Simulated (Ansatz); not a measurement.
An Ansatz (a first-principles code) run. Input:

Ansatz 0.2 input:
```yaml
crystal:
  lattice:
    - [0.0, 2.8359767549, 2.8359767549]
    - [2.8359767549, 0.0, 2.8359767549]
    - [2.8359767549, 2.8359767549, 0.0]
  atoms:
    - { symbol: Ge, position: [0.0, 0.0, 0.0] }
    - { symbol: Ge, position: [0.25, 0.25, 0.25] }
kpoints:
  mp_grid: { grid: [7, 7, 7] }
  band_path:
    path:
      - [[0.0, 0.0, 0.0], [0.5, 0.0, 0.5], [0.625, 0.25, 0.625]]  # Γ-X-U
      - [[0.375, 0.375, 0.75], [0.0, 0.0, 0.0], [0.5, 0.5, 0.5], [0.5, 0.25, 0.75], [0.5, 0.0, 0.5]]  # K-Γ-L-W-X
      - [VBM, CBM]
    npoints: 12
hamiltonian:
  xc: r2scan
  pseudopotentials: { azcp: { folder: ./paw }, kind: paw_fr }
magnetization: { noncollinear: true, spin_orbit: true }
scf:
  n_extra_bands: 12
  convergence: { dr2_threshold: 0.0000000001 }
  occupations: { method: gaussian, width: 0.01 }
checkpoint: { write: soc.run }
output: { eigenvalues: true }
```

Output (shortened):

```
Pseudopotential: Ge, paw, valence charge 14
Functional definition: r2SCAN
non-collinear run that drives no moment, with spin-orbit …
Crystal: 2 atoms, lattice volume = 45.618 Å³
Basis set: ecut = 500 eV, 1139 PW (Γ), exchange–correlation on 120×120×120 points (64 copies of the dense FFT grid, shifted against one another)
Bands: 40, of which v1, the nominal top of the filled ones, is band 28 counted from 1 (27 counted from 0)
Symmetry: 48 space group operations + 48 with time reversal
k-points: 20 of 343
Projection manifold: j_resolved (fully-relativistic pseudo-atomic orbitals)
iter 1 solved again at ethr=1.71e-3 eV; its pass at ethr=3.10e-3 eV (dr2=4.79e-1 eV) is discarded
SCF iter   1: F=—  HF=-8600.277134 eV  |F-HF|=—  |Δ(HF+E_count)|=         —  Δρ=3.76e-2  dr2=4.85e-1  dr2_τ=1.14e-3  dr2_m=0.00e0 (ungated)  ethr=1.71e-3  |M|=0.00e0 ∫|m|=0.00e0 μB  |m|>n=0.0e0 m-floor=0.0e0 τ_xc=0.0e0  β_m=0.30  ⟨swp⟩=1.6  Hψ=2432  notcnv=0
preconditioner: auto → none
SCF iter   2: F=—  HF=-8600.297439 eV  |F-HF|=—  |Δ(HF+E_count)|=   2.03e-2  Δρ=2.67e-2  dr2=2.19e-1  dr2_τ=3.29e-4  dr2_m=0.00e0 (ungated)  ethr=1.71e-3  |M|=0.00e0 ∫|m|=0.00e0 μB  |m|>n=0.0e0 m-floor=0.0e0 τ_xc=0.0e0  β_m=0.61  ⟨swp⟩=2.0  Hψ=516  notcnv=0
SCF iter   3: F=—  HF=-8600.348002 eV  |F-HF|=—  |Δ(HF+E_count)|=   5.06e-2  Δρ=2.67e-3  dr2=1.59e-3  dr2_τ=8.54e-6  dr2_m=0.00e0 (ungated)  ethr=7.83e-4  |M|=0.00e0 ∫|m|=0.00e0 μB  |m|>n=0.0e0 m-floor=0.0e0 τ_xc=0.0e0  β_m=0.57  ⟨swp⟩=2.8  Hψ=551  notcnv=0
SCF iter   4: F=—  HF=-8600.347487 eV  |F-HF|=—  |Δ(HF+E_count)|=   5.15e-4  Δρ=5.29e-4  dr2=4.91e-5  dr2_τ=2.50e-7  dr2_m=0.00e0 (ungated)  ethr=5.69e-6  |M|=0.00e0 ∫|m|=0.00e0 μB  |m|>n=0.0e0 m-floor=0.0e0 τ_xc=0.0e0  β_m=0.60  ⟨swp⟩=3.0  Hψ=893  notcnv=0  defer=2
SCF iter   5: F=—  HF=-8600.347521 eV  |F-HF|=—  |Δ(HF+E_count)|=   3.33e-5  Δρ=1.88e-4  dr2=5.66e-6  dr2_τ=3.50e-8  dr2_m=0.00e0 (ungated)  ethr=1.75e-7  |M|=0.00e0 ∫|m|=0.00e0 μB  |m|>n=0.0e0 m-floor=0.0e0 τ_xc=0.0e0  β_m=0.78  ⟨swp⟩=2.2  Hψ=662  notcnv=0
SCF iter   6: F=—  HF=-8600.347521 eV  |F-HF|=—  |Δ(HF+E_count)|=   1.18e-7  Δρ=4.74e-6  dr2=6.43e-9  dr2_τ=3.46e-11  dr2_m=0.00e0 (ungated)  ethr=2.02e-8  |M|=0.00e0 ∫|m|=0.00e0 μB  |m|>n=0.0e0 m-floor=0.0e0 τ_xc=0.0e0  β_m=0.85  ⟨swp⟩=3.0  Hψ=680  notcnv=0
SCF iter   7: F=—  HF=-8600.347523 eV  |F-HF|=—  |Δ(HF+E_count)|=   2.35e-6  Δρ=7.72e-7  dr2=6.60e-11  dr2_τ=9.98e-13  dr2_m=0.00e0 (ungated)  ethr=1.00e-12  |M|=0.00e0 ∫|m|=0.00e0 μB  |m|>n=0.0e0 m-floor=0.0e0 τ_xc=0.0e0  β_m=0.92  ⟨swp⟩=1.9  Hψ=1226  notcnv=0
SCF iter   8: F=-8600.347523 eV  HF=-8600.347523 eV  |F-HF|=1.46e-11  |Δ(HF+E_count)|=  1.38e-10  Δρ=1.63e-7  dr2=1.27e-11  dr2_τ=1.25e-14  dr2_m=0.00e0 (ungated)  ethr=1.00e-12  |M|=0.00e0 ∫|m|=0.00e0 μB  |m|>n=0.0e0 m-floor=0.0e0 τ_xc=0.0e0  ⟨swp⟩=1.0  Hψ=1037  notcnv=0
SCF 1 converged in 8 iterations: F = -8600.347523 eV  dr2 = 1.27e-11
NSCF: frozen V_eff on 16 k-points
NSCF: frozen V_eff on 16 k-points
NSCF: frozen V_eff on 16 k-points
NSCF: frozen V_eff on 7 k-points
NSCF: frozen V_eff on 5 k-points
NSCF: frozen V_eff on 10 k-points
NSCF: frozen V_eff on 2 k-points
NSCF: frozen V_eff on 2 k-points
NSCF: frozen V_eff on 2 k-points
NSCF: frozen V_eff on 2 k-points
NSCF: frozen V_eff on 2 k-points
NSCF: frozen V_eff on 87 k-points
SCF converged after 8 iterations
Magnetization: |M| = 0.0000 μB,  M = (+0.0000, +0.0000, +0.0000) μB
Absolute magnetization: 0.0000 μB (∫|m|)
  site 0: m = (+0.0000, +0.0000, +0.0000) μB, |m| = 0.0000 μB  (R = 1.01 Å)
  site 1: m = (+0.0000, +0.0000, +0.0000) μB, |m| = 0.0000 μB  (R = 1.01 Å)
Free energy (F): -8600.347523 eV
Harris-Foulkes:  -8600.347523 eV  (|F-HF|=1.46e-11)
Internal energy: -8600.347523 eV  (E = F + TS)
E sigma→0 (E₀):  -8600.347523 eV
Fermi energy:    8.482666 eV
--- Per-component energies (eV) ---
  E_band       = -321.169883
  E_kinetic    = 184.907736
  E_local      = -4513.522102  (includes V_loc(G=0)·N_el)
  E_nonlocal   = 437.272536
  E_hartree    = 2153.122336
  E_xc         = -131.697367
  E_vxc        = -136.594178  (∫ρ·V_xc dr)
  E_paw        = -4047.851978  (= ΣΔE_a)
  E_vpaw       = -606.629034  (= ΣTr[D̂ρ^β])
  E_aug_tail   = -0.000008  (compensation charges beyond the density's cutoff)
  E_vtau       = 7.150696  (kinetic-family band-sum trace: ∫τ·v_τ [+ j·A + Jᵃ·Aᵃ] dr)
  E_ewald      = -2680.438841
  E_core_change = -2.139835  (= ΣΔE_core)
  E_smearing   =  0.000000  (= −TS)
  E_closure    =  0.000000  (closes the sum)
  Σ components = -8600.347523   (vs F -8600.347523, Δ=0.00e0)
  [band-id]    e_kinetic+e_local+e_nonlocal+2·e_hartree+e_vxc+e_vpaw+e_augmentation_tail+e_vtau = -321.169683   (vs E_band -321.169883, Δ=1.99e-4)
--- Band table (eV; the first three rows and the last of 20) ---
  k-point 0: bands = ["-17.4367", "-17.4367", "-17.4367", "-17.4367", "-17.3721", "-17.3721", "-17.3721", "-17.3721", "-16.9378", "-16.9378", "-16.7910", "-16.7910", "-16.7910", "-16.7910", "-16.7446", "-16.7446", "-16.7446", "-16.7446", "-16.6790", …
  k-point 1: bands = ["-17.4384", "-17.4384", "-17.4332", "-17.4332", "-17.3754", "-17.3754", "-17.3694", "-17.3694", "-16.9289", "-16.9289", "-16.8054", "-16.8054", "-16.7973", "-16.7973", "-16.7372", "-16.7372", "-16.7346", "-16.7346", "-16.6823", …
  k-point 2: bands = ["-17.4414", "-17.4414", "-17.4240", "-17.4240", "-17.3837", "-17.3837", "-17.3644", "-17.3644", "-16.9071", "-16.9071", "-16.8303", "-16.8303", "-16.8074", "-16.8074", "-16.7243", "-16.7243", "-16.7204", "-16.7204", "-16.6909", …
  k-point 19: bands = ["-17.4415", "-17.4415", "-17.4232", "-17.4232", "-17.3874", "-17.3874", "-17.3550", "-17.3550", "-16.8776", "-16.8776", "-16.8372", "-16.8372", "-16.8053", "-16.8053", "-16.7823", "-16.7823", "-16.7053", "-16.7053", "-16.6656", …
```

Cost: very roughly 30 core-seconds on shared cores.

Space group Fd-3m (diamond). The cell was relaxed with r²SCAN under the symmetry of its start; phonons on a q-mesh show no instability.

Potentials: the earlier of the program's two PAW sets.

Ansatz is a plane-wave DFT program.
